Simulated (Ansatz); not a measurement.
A geometry of TiO$_{2}$ away from equilibrium: step 8 of the relaxation of a relaxed TiO2 cell squeezed uniformly to 70 % of its volume. Level of theory: PBE (plane waves to 420 eV, PAW, scalar-relativistic; Ansatz, a first-principles code). Γ-centred k-mesh 10×10×10 on the run's cell (coarser than for final values), Fermi–Dirac smearing 0.05 eV.

```yaml
crystal:
  lattice:
    - [-1.88358, 1.88358, 4.76002]
    - [1.88358, -1.88358, 4.76002]
    - [1.88358, 1.88358, -4.76002]
  atoms:
    - { symbol: Ti, position: [0.50000, 0.50000, 0.00000] }
    - { symbol: Ti, position: [0.25000, 0.75000, 0.50000] }
    - { symbol: O, position: [0.29145, 0.29145, 0.00000] }
    - { symbol: O, position: [0.04145, 0.54145, 0.50000] }
    - { symbol: O, position: [0.45855, 0.95855, 0.50000] }
    - { symbol: O, position: [0.70855, 0.70855, 0.00000] }
```

Which atoms carry the largest force, and which way does it point?

0.02 eV/Å, on O3, O4, O5, O6 (atoms numbered as listed); on O3 its components are (0.00, 0.00, -0.02).

What is the pressure?

+6.9 GPa, compression positive.

How much energy per atom can still be gained by relaxing?

0.01 eV/atom; the path ends in I4₁/amd (No. 141) (anatase type).

No spin polarisation in the result.

The run could not lose the symmetry of its start.
